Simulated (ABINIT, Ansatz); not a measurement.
This is a calculation of TiSn for ABINIT 10.8.3 (patched build). The cell comes from a database or a generator and needn't be the stable form of this composition.

File run.abi:

```
# Pseudopotentials
pp_dirpath "./"
pseudos "Ti.GGA_PBE-JTH.xml, Sn.GGA_PBE-JTH.xml"

# Structure
structure "poscar:POSCAR"
natom 2

# Plane-wave basis
ecut 22.0
pawecutdg 44.0
pawxcdev 0

# k points
kptopt 1
ngkpt 8 8 8
nshiftk 1
shiftk 0.0 0.0 0.0

# Exchange and correlation
ixc 11

# Bands and occupations
nband 17
occopt 3
tsmear 0.00183747

# SCF cycle
nstep 100
tolvrs 1.0e-9

# Output
iomode 3
prtwf 0
prteig 0
prtebands 0
prtden 1
prtvha 1
prtvclmb 1
prtpot 1
```

POSCAR

```
TiSn
1.0
    0.0000000000      2.8005500000      2.8005500000
    2.8005500000      0.0000000000      2.8005500000
    2.8005500000      2.8005500000      0.0000000000
Ti Sn
1 1
Direct
    0.0000000000      0.0000000000      0.0000000000  Ti
    0.5000000000      0.5000000000      0.5000000000  Sn
```

Potentials or basis: JTH PAW PBE v2.0.

Command:

```bash
$ abinit run.abi > log 2>&1
```

Problem. Set up the same calculation for Ansatz 0.2.0. Potentials or basis there: Ansatz PAW, cutoff 420 eV.

Solution. As run (cutoffs and basis follow the program's own potentials, and thresholds, step limits or extra output files can differ):

Contents of input.yaml:

```yaml
crystal:
  lattice:
    - [0.0, 2.80055, 2.80055]
    - [2.80055, 0.0, 2.80055]
    - [2.80055, 2.80055, 0.0]
  atoms:
    - { symbol: Ti, position: [0.0, 0.0, 0.0] }
    - { symbol: Sn, position: [0.5, 0.5, 0.5] }
hamiltonian:
  xc: pbe
  pseudopotentials: { kind: paw }
kpoints:
  mp_grid: { grid: [8, 8, 8] }
scf:
  occupations: { method: fermi_dirac, width: 0.05 }
output:
  forces: true
  stress: true
  eigenvalues: true
  write_density: true
  write_potential: true
  elf: true
  volumetric_format: npy
```

Potentials or basis: Ansatz PAW.

Command:

```bash
$ ansatz run input.yaml --threads 1 --pin off --max-ram 3584MiB --backend cpu --events-out ev --progress --plain --runs-dir out
```

Both were run:

|  | ABINIT | Ansatz |
| --- | --- | --- |
| Pressure | 0.1 GPa | 0.0 GPa |

Ansatz's pressure holds a Pulay term of +0.03 GPa for its cutoff of 420 eV, which the other run lacks.

Where Ansatz's input types no cutoff or centring, it takes its own default and a Γ-centred mesh.

Pressure is positive in compression.
